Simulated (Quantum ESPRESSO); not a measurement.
```xyz
6
Lattice="4.2502 0.0000 0.0000 0.0000 2.2126 4.0236 0.0000 -2.2126 4.0236" Properties=species:S:1:pos:R:3 pbc="T T T"
H      2.1251     0.0000     4.4941
H      2.1251    -0.8442     2.1079
H      2.1251     0.8442     2.1079
O      2.1251     0.0000     5.4681
O      2.1251     0.0000     2.6882
Cs     0.0000     0.0000     7.9291
```

The geometry is that of Materials Project entry mp-626417, symmetrised and not relaxed again.

Task: What does norm-conserving LDA (Quantum ESPRESSO, 84 Ry, no spin-orbit coupling) give for the electronic structure near the Fermi level?

Result: The LDA gap is direct, 4.10 eV at Γ. 

The structure is a Materials Project entry; no match was found in the copy of COD used, and its stability was not checked.

Letters of k points follow the standard setting of the lattice, whose axes may be ordered differently from the printed cell.
